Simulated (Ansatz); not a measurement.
Each is relaxed and computed with plane-wave PAW PBEsol (Ansatz code). Which is the only one with a gap?
A) TaAs2, Cmc2_1 (Ta on 4a, As on 4a, As on 4a)
B) Ta2C, P4/nmm (Ta on 2a, Ta on 2c, C on 2c)
C) LiTaO3, P4mm (Ta on 1b, Li on 1a, O on 1b, O on 2c)
D) LiC6, P6/mmm (Li on 1a, C on 6k)

C, LiTaO3, P4mm (Ta on 1b, Li on 1a, O on 1b, O on 2c). LiTaO3: gap 2.21 eV (indirect); TaAs2: metal; LiC6: metal; Ta2C: metal. Constructed cells (a structure type filled with these elements, in neither database checked): Ta2C, P4/nmm (Ta on 2a, Ta on 2c, C on 2c). Typed or built starts, not in the databases checked: LiTaO3, P4mm (Ta on 1b, Li on 1a, O on 1b, O on 2c); TaAs2, Cmc2_1 (Ta on 4a, As on 4a, As on 4a). Not the usual ambient phase: LiTaO3, P4mm (Ta on 1b, Li on 1a, O on 1b, O on 2c). Standing as an ambient phase not checked: LiC6, P6/mmm (Li on 1a, C on 6k). All cells were relaxed under the symmetry of their starts (and spin orders); stability against distortions was not tested throughout. Named crystals with no word on spin ran without spin polarisation. Scalar-relativistic: spin–orbit coupling is off unless named, which matters more the heavier the elements.

Potentials: the earlier of the program's two PAW sets. The files were generated under PBE; for other functionals the program regenerates the frozen cores, and for LDA and PBEsol the local potential too.
